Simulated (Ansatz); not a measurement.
All numbers below come from Ansatz, DFT PBE, scalar-relativistic, plane waves, PAW. Settings: cutoff 420 eV, Γ-centred meshes spaced at most about 0.3 Å⁻¹, and about 0.25 Å⁻¹ or finer for metals (2π included), Gaussian smearing. No spin polarisation in the final relaxations.

All energies are static (0 K, no zero-point motion).

Two forms of ZnCd₃Se₂ were relaxed alike.

A.

```
Zn Cd Se
1.0
     3.99081    0.00000    0.00000
     0.00000    3.99081    0.00000
     0.00000    0.00000    9.67906
Zn Cd Se
1 3 2
Direct
  0.50000 0.50000 0.50000
  0.00000 0.00000 0.00000
  0.00000 0.00000 0.65127
  0.00000 0.00000 0.34873
  0.50000 0.50000 0.74483
  0.50000 0.50000 0.25517
```

B.

```
Zn Cd Se
1.0
     7.08929    0.00000    0.00000
    -3.54465    6.13951    0.00000
     0.00000    0.00000    3.97599
Zn Cd Se
1 3 2
Direct
  0.00000 0.00000 0.50000
  0.00000 0.50000 0.00000
  0.50000 0.00000 0.00000
  0.50000 0.50000 0.00000
  0.33333 0.66667 0.50000
  0.66667 0.33333 0.50000
```

Problem. Which would you expect to be lower, and how large is the difference?

Solution. A is lower, by 136 meV/atom. A has space group P4/mmm (No. 123), 25.7 Å³/atom and no gap on its mesh; B has space group P6/mmm (No. 191), 28.8 Å³/atom and no gap. Counting Se atoms around Cd and Zn (those within 1.25 times the shortest such distance or 1.15 times the sum of covalent radii, 1.27 where that leaves under three; the shortest distance is added where it exceeds 1.18 times the sum of covalent radii; a slash parts the counts of unlike sites), A has Zn 2, Cd 4/8 from 3.8 Å and B has Zn 6 from 4.1 Å, Cd 4. The denser one is the lower, and pressure would at first widen the difference. Both come from invented guesses.

Cells relaxed within their symmetry can be saddle points.
